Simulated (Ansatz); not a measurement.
Here is the system:

N:
```cif
data_N2
_chemical_formula_sum 'N2'
_space_group_name_H-M_alt 'Im-3m'
_space_group_IT_number 229
_space_group_name_Hall '-I 4 2 3'
_cell_length_a 2.42989
_cell_length_b 2.42989
_cell_length_c 2.42989
_cell_angle_alpha 90.000
_cell_angle_beta 90.000
_cell_angle_gamma 90.000
loop_
_atom_site_label
_atom_site_type_symbol
_atom_site_symmetry_multiplicity
_atom_site_Wyckoff_symbol
_atom_site_fract_x
_atom_site_fract_y
_atom_site_fract_z
_atom_site_occupancy
N1 N 2 a 0.00000 0.00000 0.00000 1
```
(The calculation used a cell of 1 atom; values per cell refer to that cell.)

This is the r²SCAN+D4-relaxed structure.

**Question.** All from the program Ansatz at the r²SCAN+D4 level (PAW), unless another level is named. Estimate the electronic character.

**Answer.** metallic (no gap).

**Question.** Give the density of states at the Fermi level.

**Answer.** 0.51 states/eV per atom (mean over ±0.08 eV).

The cell is a constructed one: a structure type filled with these elements; neither database checked (COD, Materials Project) lists it. It is not the usual solid phase (space group No. 205). The cell was relaxed with r²SCAN+D4 under the symmetry of its start. At this level the phase is mechanically unstable. The substance is a gas or liquid at ambient conditions. With an odd number of electrons in the cell and no spin polarisation, the count alone makes it a metal.

Potentials: the later of the program's two PAW sets.
